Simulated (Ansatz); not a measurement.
Cu (diamond, space group No. 227) at seven volumes, the program Ansatz at the PBE level (PAW), scaled uniformly. One row is withheld.

| V (Å³/atom) | P (GPa) |
|---|---|
| 17.461 | ? |
| 18.036 | 3.91 |
| 18.612 | 1.79 |
| 19.187 | 0.00 |
| 19.763 | -1.50 |
| 20.339 | -2.75 |
| 20.914 | -3.80 |

**Question.** Fit the shown pressures and predict the withheld one.

**Answer.** P = (3/2)B₀(x^(7/2) − x^(5/2))[1 + (3/4)(B′ − 4)(x − 1)] with x = (V₀/V)^(2/3). Least squares on the six rows gives V₀ = 19.188 Å³/atom, B₀ = 54.4 GPa, B′ = 4.86. At V = 17.461, x = 1.0649 and P = 6.46 GPa. The run itself gave 6.45 GPa.

Space group Fd-3m (diamond). The start of the workflow was typed in or built on a structure type; neither database checked (COD, Materials Project) lists it. It is not the phase usual at ambient conditions (space group No. 225). The PBE relaxation kept the symmetry of its start; its stability against distortions is not shown here. The run is not spin-polarised.

Potentials: the later of the program's two PAW sets.
